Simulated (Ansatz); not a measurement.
**VZnC2N3F5 at a changed volume — quadrupolar parameters**

The cell is an entry of the Crystallography Open Database (COD), relaxed with PBE at fixed cell and then changed (volume scaled by 0.96).

```cif
data_VZnC2N3F5
_symmetry_space_group_name_H-M 'Imma'
_symmetry_Int_Tables_number 74
_cell_length_a 7.3619
_cell_length_b 8.9371
_cell_length_c 9.3046
_cell_angle_alpha 90.000
_cell_angle_beta 90.000
_cell_angle_gamma 90.000
loop_
_atom_site_label
_atom_site_type_symbol
_atom_site_symmetry_multiplicity
_atom_site_Wyckoff_symbol
_atom_site_fract_x
_atom_site_fract_y
_atom_site_fract_z
V V 4 d 0.2500 0.2500 0.7500
Zn Zn 4 a 0.0000 0.0000 0.0000
C C 8 h 0.0000 0.1392 0.2774
N9 N 8 h 0.0000 0.1703 0.1405
N13 N 4 e 0.0000 0.2500 0.3678
F15 F 4 e 0.5000 0.2500 0.7944
F17 F 16 j 0.7895 0.8939 0.1176
```

One atom of each set is listed; the run and its k-mesh use a cell of 24 atoms with edges of 7.43, 7.43, 7.43 Å.

Method: Kohn–Sham DFT in Ansatz, PBE, plane waves and PAW, scalar-relativistic, collinear spin, 420 eV cutoff, Γ-centred 6×6×6 k-points, Fermi–Dirac smearing 0.05 eV. Start moments as typed (μB): 1 on each V, none on the rest.

C_Q = eQV_zz/h, which is 24.18 MHz for Q = 1 b and V_zz = 10²¹ V/m²; η = (V_xx − V_yy)/V_zz.

V-51: I = 7/2, Q = -52.00 mb; ⁶⁷Zn: I = 5/2, Q = 122.0 mb; 14N: I = 1, Q = 20.44 mb. Nuclear quadrupole moments: year-2017 set (Pyykkö).

| site | atoms | first shell | V_zz (10²¹ V/m²) | η | C_Q (MHz) |
| --- | --- | --- | --- | --- | --- |
| V | 2 | 6 F at 1.80–1.89 Å | 2.18 | 0.15 | -2.74 |
| Zn | 2 | 2 N at 2.01 Å, 4 F at 2.12 Å | -11.02 | 0.26 | -32.5 |
| C | 4 | 2 N at 1.30 Å, angle 118°; also 1 N at 2.13 Å, 1 Zn at 2.87 Å | 1.12 | 0.78 | – |
| N9 | 4 | 1 C at 1.30 Å, 1 N at 1.42 Å, 1 Zn at 2.01 Å; also 1 C at 2.13 Å, 1 Zn at 3.22 Å | 8.80 | 0.05 | 4.35 |
| N13 | 2 | 2 C at 1.30 Å, angle 99° | -6.55 | 0.47 | -3.24 |
| F15 | 2 | 2 V at 1.89 Å, angle 155° | 11.52 | 0.04 | – |
| F17 | 8 | 1 V at 1.80 Å, 1 Zn at 2.12 Å, angle 142°; also 2 C at 3.07–3.21 Å | 7.99 | 0.18 | – |

The structure holds N–N bonds (1.42 Å). At F15 and F17 V_zz runs parallel to the line that joins its two neighbours (within 6°) in each case. At N13 V_zz points along the bisector of its two bonds (within 1°).

C, F have no stable isotope with a ground-state quadrupole moment in the table, so no C_Q is given.

With no gap above 0.1 eV, as in a metal, the gradients converge slowly in k; expect changes of a tenth or more on a denser mesh. Semilocal functionals can leave a metal where correlation in the d or f shell opens a gap in the real compound, and that would change the values at and beside V. At this changed cell the PBE pressure is 7 GPa. The atoms aren't relaxed in the changed cell (largest force 1.2 eV/Å). All moments are parallel here, as the start or the cell imposes; many such compounds order antiparallel, where fields and spin densities carried over to other atoms largely cancel. The magnetic order is the one that the run reached from its start moments, not necessarily the measured one (the real compound may not order at all).

The run took 4.6 min of wall time (9.2 min of CPU time) and 2.2 GiB at its peak, on 2 threads of Arm Neoverse V2 (aarch64; 8 cores open to the job, memory cap 5.0 GiB, no GPU), a shared host with a load of 0.3 a core.
